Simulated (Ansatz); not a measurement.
This guess for Ta2AlC2N is about to be relaxed.

```
CELL_PARAMETERS angstrom
2.73002 -4.72674 0.00000
2.73002 4.72674 0.00000
0.00000 0.00000 3.09733
ATOMIC_POSITIONS crystal
Ta 0.00000 0.50000 0.50000
Ta 0.50000 0.00000 0.50000
Al 0.50000 0.50000 0.00000
C 0.16696 0.83304 0.00000
C 0.83304 0.16696 0.00000
N 0.00000 0.00000 0.50000
```

Theory: DFT PBE, scalar-relativistic, plane waves, PAW (Ansatz 0.2.0). Cutoff 420 eV, Gaussian smearing, Γ-centred meshes. Cell and atoms relax first on a coarse mesh and then on a finer one. In between, the cell is made exact in the group found at 0.06 Å. In metals the finer mesh still leaves noise of several meV/atom or more. The steps can't lower the symmetry of their start. No spin polarisation in the relaxation; trial moments died out in a coarse test.

A guess keeps its type if space group and coordination stay and the shape of the cell changes little (axis ratios within about 15 %, angles within 6°); the volume may change.

Problem. Does it keep its structure type, or change into something else?

Solution. It doesn't keep its type. The symmetry stays Cmmm (No. 65). The volume per atom shrinks by 12.2 %, from 13.3 to 11.7 Å³. The shortest distance goes from 2.21 Å (Ta–C) to 1.95 Å (Al–C). Counting neighbours within 15 % of an atom's shortest distance, the start has Al 20, C 6, N 4, Ta 4 and the end Al 2, C 5, N 8, Ta 6. In detail, at the end around Ta lie 4 C at 2.23 Å, 2 N at 2.35 Å, 4 Al at 2.85 Å and 4 Ta at 3.08–3.20 Å; around Al lie 2 C at 1.95 Å and 8 Ta at 2.85 Å; C is surrounded by 1 Al at 1.95 Å, 4 Ta at 2.23 Å and 2 N at 2.27 Å; N has 4 C at 2.27 Å and 4 Ta at 2.35 Å.

```
Ta Al C N
1.0
     3.08320   -3.55296    0.00000
     3.08320    3.55296    0.00000
     0.00000    0.00000    3.20187
Ta Al C N
2 1 2 1
Direct
  0.00000 0.50000 0.50000
  0.50000 0.00000 0.50000
  0.50000 0.50000 0.00000
  0.22587 0.77413 0.00000
  0.77413 0.22587 0.00000
  0.00000 0.00000 0.50000
```

The last run used an 8×8×12 mesh (in the run's order of axes) for its 6-atom cell and Gaussian smearing of 0.10 eV. Spin–orbit coupling, which can matter for Ta, is left out. A structure relaxed within its symmetry needn't be a true minimum. Another cell of Ta2AlC2N relaxed alike, in I4/mmm, lies 0.50 eV/atom lower, so this cell isn't the stable form at this level.
